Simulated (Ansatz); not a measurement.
## How much do the gradients of TiSi2 depend on the method?

Cell: a computed structure from the Materials Project (it need not be an observed phase), ions relaxed with PBE at fixed cell.

Space group Cmcm (No. 63); a = 3.5302, b = 13.5186, c = 3.5652 Å.

```
site  Wyckoff  site symmetry       x       y       z
  Ti       4c            m2m  0.5000  0.6030  0.7500
 Si3       4c            m2m  0.5000  0.9407  0.7500
 Si5       4c            m2m  0.5000  0.2503  0.7500
```

One atom of each set is listed; the run and its k-mesh use a cell of 6 atoms with edges of 6.99, 6.99, 3.57 Å.

First run. Level of theory: DFT, PBE, plane waves and PAW, scalar-relativistic, 420 eV cutoff, Γ-centred 10×10×9 k-points, Fermi–Dirac smearing 0.05 eV (Ansatz 0.2.0).

```
site  V_zz (10²¹ V/m²)     η
  Ti             -0.79  0.23
 Si3              4.21  0.26
 Si5             -2.03  0.06
```

Second run. The same atoms and settings, except that the functional is r2SCAN and the cutoff is 500 eV.

(1) What does the second run give?

Results:

(1) 

```tsv
site	V_zz	η	change of V_zz
Ti	-0.66	0.32	+0.13
Si3	4.28	0.28	+0.07
Si5	-2.00	0.06	+0.03
```

The largest change of V_zz is on Ti, from -0.79 to -0.66. In per cent, |V_zz| changes by -1 to +2 on Si (all sites that start above 2).

With no gap above 0.1 eV, as in a metal, the gradients converge slowly in k; expect changes of a tenth or more on a denser mesh.
